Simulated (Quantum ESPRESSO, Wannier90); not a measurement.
Wannierisation of TiPd3 (Cu3Au type)

Materials Project entry mp-636328; symmetrised, unrelaxed at this level. COD (Crystallography Open Database) has an entry of this formula and space group (matched by these alone). Computed values, not measurements, from PBEsol: Quantum ESPRESSO (norm-conserving PseudoDojo potentials, cutoff 68 Ry, no spin polarisation, no spin-orbit coupling) on a Γ-centred 4×4×4 mesh, then Wannier90. Density: 12×12×12 mesh, cold smearing 0.01 Ry.

```
begin unit_cell_cart
ang
    3.8976600000    0.0000000000    0.0000000000
    0.0000000000    3.8976600000    0.0000000000
    0.0000000000    0.0000000000    3.8976600000
end unit_cell_cart
mp_grid = 4 4 4
```

Task: Which shells of neighbouring k-points and which b-vectors and weights does Wannier90 pick for this cell and mesh?

Result: 
```
 *---------------------------------- K-MESH ----------------------------------*
 +----------------------------------------------------------------------------+
 |                    Distance to Nearest-Neighbour Shells                    |
 |                    ------------------------------------                    |
 |          Shell             Distance (Ang^-1)          Multiplicity         |
 |          -----             -----------------          ------------         |
 |             1                   0.403010                      6            |
 |             2                   0.569942                     12            |
 |             3                   0.698034                      8            |
 |             4                   0.806020                      6            |
 |             5                   0.901158                     24            |
 |             6                   0.987169                     24            |
 |             7                   1.139885                     12            |
 |             8                   1.209030                     30            |
       ... (lines left out)
 +----------------------------------------------------------------------------+
 | The b-vectors are chosen automatically                                     |
 | The following shells are used:                       1                     |
 +----------------------------------------------------------------------------+
 |                        Shell   # Nearest-Neighbours                        |
 |                        -----   --------------------                        |
 |                          1               6                                 |
 +----------------------------------------------------------------------------+
 | Completeness relation is fully satisfied [Eq. (B1), PRB 56, 12847 (1997)]  |
 +----------------------------------------------------------------------------+
 |                  b_k Vectors (Ang^-1) and Weights (Ang^2)                  |
 |                  ----------------------------------------                  |
 |            No.         b_k(x)      b_k(y)      b_k(z)        w_b           |
 |            ---        --------------------------------     --------        |
 |             1         0.000000    0.000000    0.403010     3.078493        |
 |             2         0.000000    0.403010    0.000000     3.078493        |
 |             3         0.403010    0.000000    0.000000     3.078493        |
 |             4         0.000000    0.000000   -0.403010     3.078493        |
 |             5         0.000000   -0.403010    0.000000     3.078493        |
 |             6        -0.403010    0.000000    0.000000     3.078493        |
```
